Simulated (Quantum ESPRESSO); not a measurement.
# Si3AlC3N: one run as intended and one with a planted mistake

Computed values, not a measurement. The program is pw.x of Quantum ESPRESSO 7.5 (plane-wave density functional theory). The cell is made up: 8 atoms on a wurtzite lattice, with randomly drawn elements, strain and displacements, not relaxed. PseudoDojo standard norm-conserving files (v0.5 for PBE, v0.4.1 for LDA and PBEsol) set the functional; there is no spin polarisation, spin-orbit coupling or dispersion term, and the masses in the input are unused placeholders.

Intended input:

```
&control calculation='scf', pseudo_dir='./dojo.nc.sr.pbe.v0_5.standard.upf', outdir='./o', disk_io='medium', tprnfor=.true., tstress=.true. /
&system ibrav=0, nat=8, ntyp=4, nbnd=22, ecutwfc=84.00895049, nosym=.true., tot_charge=0,
 occupations='smearing', smearing='fd', degauss=0.0018374661
/
&electrons conv_thr=7.350e-09, electron_maxstep=60, /
ATOMIC_SPECIES
Al 1.0 Al.upf
C 1.0 C.upf
N 1.0 N.upf
Si 1.0 Si.upf
CELL_PARAMETERS angstrom
3.0495 -0.0369 -0.0077
-0.0638 5.4728 -0.0178
-0.0126 -0.0168 5.1582
ATOMIC_POSITIONS angstrom
Si 0.0044 -0.0153 0.0404
Al 1.4772 2.6856 0.007
Si 1.4894 0.8605 2.5751
Si -0.0466 3.6373 2.5692
C 0.0115 0.0245 1.9307
C 1.5086 2.728 1.8853
N 1.521 0.8723 4.5079
C -0.0272 3.6377 4.5167
K_POINTS automatic
6 4 4 1 1 1
```

The log is shortened where brackets say so; the opening notice, blank lines, dates and the lines on written files are dropped, and the path of the files is cut. It prints rydbergs, bohrs and kilobars, and counts compression as positive stress. Where no state is partly filled, the Fermi energy that it prints is only some level between the filled and the empty states on the mesh, and need not lie in the true gap.

Log of the intended run:

```
     Program PWSCF v.7.5
     Parallel version (MPI & OpenMP), running on       1 processor cores
     Number of MPI processes:                 1
     Threads/MPI process:                     1
     [start-up lines left out]
     bravais-lattice index     =            0
     lattice parameter (alat)  =       5.7632  a.u.
     unit-cell volume          =     580.8505 (a.u.)^3
     number of atoms/cell      =            8
     number of atomic types    =            4
     number of electrons       =        32.00
     number of Kohn-Sham states=           22
     kinetic-energy cutoff     =      84.0090  Ry
     charge density cutoff     =     336.0358  Ry
     scf convergence threshold =      7.3E-09
     mixing beta               =       0.7000
     number of iterations used =            8  plain     mixing
     Exchange-correlation= PBE
                           (   1   4   3   4   0   0   0)
     [axes and pseudopotential details left out]
   Cartesian axes
     site n.     atom                  positions (alat units)
         1        Si     tau(   1) = (   0.0014427  -0.0050168   0.0132471  )
         2        Al     tau(   2) = (   0.4843703   0.8806017   0.0022953  )
         3        Si     tau(   3) = (   0.4883706   0.2821559   0.8443690  )
         4        Si     tau(   4) = (  -0.0152800   1.1926618   0.8424344  )
         5        C      tau(   5) = (   0.0037708   0.0080335   0.6330718  )
         6        C      tau(   6) = (   0.4946663   0.8945045   0.6181853  )
         7        N      tau(   7) = (   0.4987322   0.2860250   1.4781294  )
         8        C      tau(   8) = (  -0.0089188   1.1927930   1.4810149  )
     number of k points=    48  Fermi-Dirac smearing, width (Ry)=  0.0018
                       cart. coord. in units 2pi/alat
        k(    1) = (   0.0843851   0.0708821   0.0743420), wk =   0.0416667
        k(    2) = (   0.0847642   0.0713673   0.2221544), wk =   0.0416667
     [further k points left out]
     Dense  grid:    60385 G-vectors     FFT dimensions: (  36,  64,  60)
     Estimated max dynamical RAM per process >      70.80 MB
     Initial potential from superposition of free atoms
     starting charge      31.9956, renormalised to      32.0000
     Starting wfcs are   32 randomized atomic wfcs
     total cpu time spent up to now is        9.3 secs
     per-process dynamical memory:    56.6 Mb
     Self-consistent Calculation
     iteration #  1     ecut=    84.01 Ry     beta= 0.70
     Davidson diagonalization with overlap
     ethr =  1.00E-02,  avg # of iterations =  3.1
     total cpu time spent up to now is       29.4 secs
     total energy              =     -86.24320100 Ry
     estimated scf accuracy    <       2.05542176 Ry
     iteration #  2     ecut=    84.01 Ry     beta= 0.70
     Davidson diagonalization with overlap
     ethr =  6.42E-03,  avg # of iterations =  2.2
     total cpu time spent up to now is       43.7 secs
     total energy              =     -86.66310070 Ry
     estimated scf accuracy    <       1.63821582 Ry
     [iterations 3 to 10 left out]
     iteration # 11     ecut=    84.01 Ry     beta= 0.70
     Davidson diagonalization with overlap
     ethr =  2.05E-09,  avg # of iterations =  2.0
     total cpu time spent up to now is      187.5 secs
     total energy              =     -87.05837812 Ry
     estimated scf accuracy    <       0.00000005 Ry
     iteration # 12     ecut=    84.01 Ry     beta= 0.70
     Davidson diagonalization with overlap
     ethr =  1.45E-10,  avg # of iterations =  2.4
     total cpu time spent up to now is      200.3 secs
     End of self-consistent calculation
     [lines on levels left out]
     the Fermi energy is    10.4992 ev
!    total energy              =     -87.05837813 Ry
     estimated scf accuracy    <          3.4E-09 Ry
     smearing contrib. (-TS)   =      -0.00000000 Ry
     internal energy E=F+TS    =     -87.05837813 Ry
     The total energy is F=E-TS. E is the sum of the following terms:
     one-electron contribution =      13.95555528 Ry
     hartree contribution      =      12.98452804 Ry
     xc contribution           =     -30.92195878 Ry
     ewald contribution        =     -83.07650267 Ry
     convergence has been achieved in  12 iterations
     Forces acting on atoms (cartesian axes, Ry/au):
     atom    1 type  4   force =     0.00354476   -0.07792702   -0.05159591
     atom    2 type  1   force =     0.02021410    0.03995146   -0.04001251
     atom    3 type  4   force =     0.04271884    0.08839618   -0.00412556
     atom    4 type  4   force =     0.02067319   -0.02127199    0.02976447
     atom    5 type  2   force =    -0.03888688   -0.02096986    0.01476873
     atom    6 type  2   force =    -0.02367011   -0.05066025    0.12374109
     atom    7 type  3   force =    -0.00419201   -0.05690210   -0.01489541
     atom    8 type  2   force =    -0.02040190    0.09938359   -0.05764489
     Total force =     0.247945     Total SCF correction =     0.000089
     Computing stress (Cartesian axis) and pressure
          total   stress  (Ry/bohr**3)                   (kbar)     P=      -20.03
   0.00058117   0.00030305   0.00015156           85.49       44.58       22.30
   0.00030305  -0.00065551   0.00007703           44.58      -96.43       11.33
   0.00015156   0.00007703  -0.00033417           22.30       11.33      -49.16
     init_run     :      9.00s CPU      9.15s WALL (       1 calls)
     electrons    :    180.88s CPU    190.96s WALL (       1 calls)
     forces       :      2.07s CPU      2.10s WALL (       1 calls)
     stress       :      7.60s CPU      7.65s WALL (       1 calls)
     [timing details left out]
     PWSCF        :   3m19.77s CPU   3m30.18s WALL
     JOB DONE.
```

A second run has one planted mistake: the files are those of another functional. The input lines that differ, file-writing options aside:

```
- &control calculation='scf', pseudo_dir='./dojo.nc.sr.pbe.v0_5.standard.upf', outdir='./o', disk_io='medium', tprnfor=.true., tstress=.true. /
+ &control calculation='scf', pseudo_dir='./dojo.nc.sr.lda.v0_4_1.standard.upf', outdir='./o', disk_io='medium', tprnfor=.true., tstress=.true. /
```

Its log:

```
     Program PWSCF v.7.5
     Parallel version (MPI & OpenMP), running on       1 processor cores
     Number of MPI processes:                 1
     Threads/MPI process:                     1
     [start-up lines left out]
     bravais-lattice index     =            0
     lattice parameter (alat)  =       5.7632  a.u.
     unit-cell volume          =     580.8505 (a.u.)^3
     number of atoms/cell      =            8
     number of atomic types    =            4
     number of electrons       =        32.00
     number of Kohn-Sham states=           22
     kinetic-energy cutoff     =      84.0090  Ry
     charge density cutoff     =     336.0358  Ry
     scf convergence threshold =      7.3E-09
     mixing beta               =       0.7000
     number of iterations used =            8  plain     mixing
     Exchange-correlation= SLA  PW   NOGX NOGC
                           (   1   4   0   0   0   0   0)
     [axes and pseudopotential details left out]
   Cartesian axes
     site n.     atom                  positions (alat units)
         1        Si     tau(   1) = (   0.0014427  -0.0050168   0.0132471  )
         2        Al     tau(   2) = (   0.4843703   0.8806017   0.0022953  )
         3        Si     tau(   3) = (   0.4883706   0.2821559   0.8443690  )
         4        Si     tau(   4) = (  -0.0152800   1.1926618   0.8424344  )
         5        C      tau(   5) = (   0.0037708   0.0080335   0.6330718  )
         6        C      tau(   6) = (   0.4946663   0.8945045   0.6181853  )
         7        N      tau(   7) = (   0.4987322   0.2860250   1.4781294  )
         8        C      tau(   8) = (  -0.0089188   1.1927930   1.4810149  )
     number of k points=    48  Fermi-Dirac smearing, width (Ry)=  0.0018
                       cart. coord. in units 2pi/alat
        k(    1) = (   0.0843851   0.0708821   0.0743420), wk =   0.0416667
        k(    2) = (   0.0847642   0.0713673   0.2221544), wk =   0.0416667
     [further k points left out]
     Dense  grid:    60385 G-vectors     FFT dimensions: (  36,  64,  60)
     Estimated max dynamical RAM per process >      70.80 MB
     Initial potential from superposition of free atoms
     starting charge      31.9960, renormalised to      32.0000
     Starting wfcs are   32 randomized atomic wfcs
     total cpu time spent up to now is        7.8 secs
     per-process dynamical memory:    56.5 Mb
     Self-consistent Calculation
     iteration #  1     ecut=    84.01 Ry     beta= 0.70
     Davidson diagonalization with overlap
     ethr =  1.00E-02,  avg # of iterations =  3.1
     total cpu time spent up to now is       21.8 secs
     total energy              =     -86.56473660 Ry
     estimated scf accuracy    <       2.10828573 Ry
     iteration #  2     ecut=    84.01 Ry     beta= 0.70
     Davidson diagonalization with overlap
     ethr =  6.59E-03,  avg # of iterations =  2.3
     total cpu time spent up to now is       36.5 secs
     total energy              =     -87.00050459 Ry
     estimated scf accuracy    <       1.80338098 Ry
     [iterations 3 to 10 left out]
     iteration # 11     ecut=    84.01 Ry     beta= 0.70
     Davidson diagonalization with overlap
     ethr =  1.96E-09,  avg # of iterations =  2.0
     total cpu time spent up to now is      178.7 secs
     total energy              =     -87.42706750 Ry
     estimated scf accuracy    <       0.00000006 Ry
     iteration # 12     ecut=    84.01 Ry     beta= 0.70
     Davidson diagonalization with overlap
     ethr =  1.82E-10,  avg # of iterations =  2.2
     total cpu time spent up to now is      190.5 secs
     End of self-consistent calculation
     [lines on levels left out]
     the Fermi energy is    10.2145 ev
!    total energy              =     -87.42706752 Ry
     estimated scf accuracy    <          2.6E-09 Ry
     smearing contrib. (-TS)   =      -0.00000000 Ry
     internal energy E=F+TS    =     -87.42706752 Ry
     The total energy is F=E-TS. E is the sum of the following terms:
     one-electron contribution =      13.71044516 Ry
     hartree contribution      =      12.84890260 Ry
     xc contribution           =     -30.90991261 Ry
     ewald contribution        =     -83.07650267 Ry
     convergence has been achieved in  12 iterations
     Forces acting on atoms (cartesian axes, Ry/au):
     atom    1 type  4   force =     0.00398750   -0.07480780   -0.05160904
     atom    2 type  1   force =     0.01986306    0.03921871   -0.03870472
     atom    3 type  4   force =     0.04080036    0.08577949   -0.00412231
     atom    4 type  4   force =     0.01948453   -0.02258569    0.02758924
     atom    5 type  2   force =    -0.03681140   -0.01899633    0.01494530
     atom    6 type  2   force =    -0.02254115   -0.04872546    0.12142901
     atom    7 type  3   force =    -0.00484236   -0.05714754   -0.01358957
     atom    8 type  2   force =    -0.01994054    0.09726462   -0.05593792
     Total force =     0.241712     Total SCF correction =     0.000081
     Computing stress (Cartesian axis) and pressure
          total   stress  (Ry/bohr**3)                   (kbar)     P=      -99.53
   0.00002725   0.00029782   0.00014264            4.01       43.81       20.98
   0.00029782  -0.00117961   0.00007044           43.81     -173.53       10.36
   0.00014264   0.00007044  -0.00087737           20.98       10.36     -129.07
     init_run     :      7.51s CPU      7.62s WALL (       1 calls)
     electrons    :    166.02s CPU    182.71s WALL (       1 calls)
     forces       :      1.92s CPU      1.95s WALL (       1 calls)
     stress       :      7.70s CPU      7.75s WALL (       1 calls)
     [timing details left out]
     PWSCF        :   3m 3.35s CPU   3m20.48s WALL
     JOB DONE.
```

|  | intended run | run with the mistake |
| --- | --- | --- |
| free energy (eV) | -1184.490 | -1189.506 |
| smearing term -TS (eV) | 0.0000 | 0.0000 |
| pressure (GPa) | -2.00 | -9.95 |
| largest force component (eV/Å) | 3.182 | 3.122 |
| largest change of a force component (eV/Å) |  | 0.080 |
| iterations | 12 | 12 |

For scale, a rerun of the intended cell at 1437 eV and a 8 x 6 x 6 mesh moved values by no more than 0.004 eV in energy, 0.09 GPa in stress and 0.005 eV/Å in force. Files of another functional have another zero of energy, so the energy change says nothing on stability.